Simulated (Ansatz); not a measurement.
All numbers below come from DFT PBE, scalar-relativistic, plane waves, PAW (Ansatz 0.2.0). Settings: cutoff 420 eV, Γ-centred meshes spaced at most about 0.3 Å⁻¹, and about 0.25 Å⁻¹ or finer for metals (2π included), Gaussian smearing. No spin polarisation in the final relaxations.

These are static total energies at zero pressure.

Two forms of Cd2BiO2 were relaxed alike.

A.

```xyz
5
Lattice="4.3752 0.0000 0.0000 -2.1876 3.7890 0.0000 0.0000 0.0000 7.1825" Properties=species:S:1:pos:R:3 pbc="T T T"
Cd    0.0000    2.5260    3.5913
Cd    2.1876    1.2630    3.5913
Bi    0.0000    0.0000    0.0000
O     0.0000    0.0000    4.9185
O     0.0000    0.0000    2.2640
```

B.

```xyz
5
Lattice="4.4733 0.0000 0.0000 -2.2366 3.8740 0.0000 0.0000 0.0000 8.0030" Properties=species:S:1:pos:R:3 pbc="T T T"
Cd    0.0000    2.5826    5.4039
Cd    2.2366    1.2913    5.4039
Bi    0.0000    0.0000    2.1115
O     0.0000    0.0000    5.2269
O     0.0000    0.0000    0.1459
```

Question: Which would you expect to be lower, and how large is the difference?

Answer: B is lower, by 17 meV/atom. A has space group P6/mmm (No. 191), 23.8 Å³/atom and no gap on its mesh; B has space group P6mm (No. 183), 27.7 Å³/atom and no gap. Counting O atoms around Bi and Cd (those within 1.25 times the shortest such distance or 1.15 times the sum of covalent radii, 1.27 where that leaves under three; the shortest distance is added where it exceeds 1.18 times the sum of covalent radii), A has Cd 6 from 2.9 Å, Bi 2 and B has Cd 3 from 2.6 Å, Bi 1. Even the lower one lies +0.14 eV/atom against the reference forms of the elements (uncorrected), a margin that errors in the energy of the gaseous reference can exceed. In A, Cd has 3 Cd at 2.53 Å and 6 O at 2.85 Å; Bi has 2 O at 2.26 Å; around O lie 1 Bi at 2.26 Å, 1 O at 2.65 Å and 6 Cd at 2.85 Å. In B, around Cd lie 3 Cd at 2.58 Å and 3 O at 2.59 Å; around Bi lie 1 O at 1.97 Å and 1 O at 3.12 Å; around O on its first site lie 6 Cd at 2.59 Å, 1 O at 2.92 Å and 1 Bi at 3.12 Å; 1 more site not described. Both come from invented guesses. A third cell relaxed alike, in P4/mmm, lies 0.51 eV/atom below the lower of the two.

No dispersion correction is applied, so the spacing and binding between layers, chains or molecules are poorly described (P6mm), and this can change margins and order among such cells. These runs have no spin–orbit coupling, which can matter for Bi. In P6/mmm, P6mm an odd number of electrons in the primitive cell allows no gap without spin; a larger cell or a magnetic state could open one. A magnetic state wasn't ruled out in cells without spin, among them P6/mmm. Cells relaxed within their symmetry can be saddle points.
